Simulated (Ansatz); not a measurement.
CuI (zinc blende, F-43m), DFT-LDA in the program Ansatz with PAW potentials. The conduction-band minimum lies at Γ, with 1 equivalent valley. Second derivatives d²E/dk² of the lowest band at one valley (eV·Å²), along Cartesian directions:

```csv
direction,d²E/dk²
[100],55.45
[010],55.44
[001],55.51
[110],55.51
[101],55.43
[011],55.43
```

Task: Find the principal effective masses, the density-of-states mass and the conductivity mass.

Result: Off-diagonal terms follow from H_xy = H[110] − (H_xx + H_yy)/2, and m*/mₑ = 7.620 eV·Å² over each eigenvalue: 0.14, 0.14, 0.14. One valley's DOS mass (m₁m₂m₃)^(1/3) = 0.14, conductivity mass 3/(Σ 1/mᵢ) = 0.14 mₑ.

Task: What effective density of states Nc follows at 300 K for parabolic valleys?

Result: Nc = 2.509e19 × 1 × (0.14)^(3/2) ≈ 1.3e18 cm⁻³.

The LDA relaxation kept the symmetry of its start. The run is not spin-polarised. Point labels and valley counts follow the cell and symmetry of the run, lower than the named group. Scalar-relativistic: spin–orbit coupling is off unless named, which matters more the heavier the elements.

Potentials: the later of the program's two PAW sets.

Edges and masses are those of Kohn–Sham bands, whose gap is no quasiparticle gap.
